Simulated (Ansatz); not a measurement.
Cd started on a Ba site and Cd started on a Ba site, 6.88 Å apart on the ideal sites in cubic perovskite BaTiO3, 40 atoms, charge 0

All numbers come from Ansatz (PAW, plane waves, no spin–orbit coupling) at the single k point (¼, ¼, ¼) without its symmetry partners. The atoms were relaxed with PBEsol in a fixed cell; other functionals are single points on those atoms unless said otherwise. The valence top and gap of the host come from its small cell on a dense mesh, with the band extrema sought between the mesh points, lined up by the mean potential, PBEsol gap 1.81 eV, r²SCAN gap 2.22 eV.

Cell: a = 7.940 Å, b = 7.940 Å, c = 7.940 Å, α = 90.00°, β = 90.00°, γ = 90.00°.

Nearest atoms after relaxation, from the placed atom (for vacancies from the middle of the vacant sites): O at 2.32 Å, O at 2.33 Å, O at 2.48 Å, O at 2.48 Å, O at 2.69 Å, O at 2.84 Å, O at 2.84 Å, O at 2.97 Å.

Chemical potentials μ are those of reference phases of the elements at zero temperature by the same functional (the usual solids, diamond for C, grey Sn, and the molecules H2, N2, O2, F2, Cl2, Br2 and S8).

```tsv
functional	E(defect) − E(host) − Σ nμ + q·E_VBM (eV)	monopole (eV)	alignment (eV)	formation energy at E_F = VBM (eV)	moment (μB)	wall time, shared host
PBEsol	10.52	0.00	0.00	10.52	0 (no spin)	22 s (relaxation)
```

Estimate the formation energy and moment that r²SCAN gives on these atoms.

10.24 eV at E_F = VBM, moment 0 (no spin).

All elements are taken at their own reference at once; growth conditions in equilibrium with the host shift these energies, by up to the host's formation enthalpy.

The ideal cubic host may itself distort, and that gain is in these energies.

One k point and a cell of this size can leave errors of several tenths of an eV in such numbers.
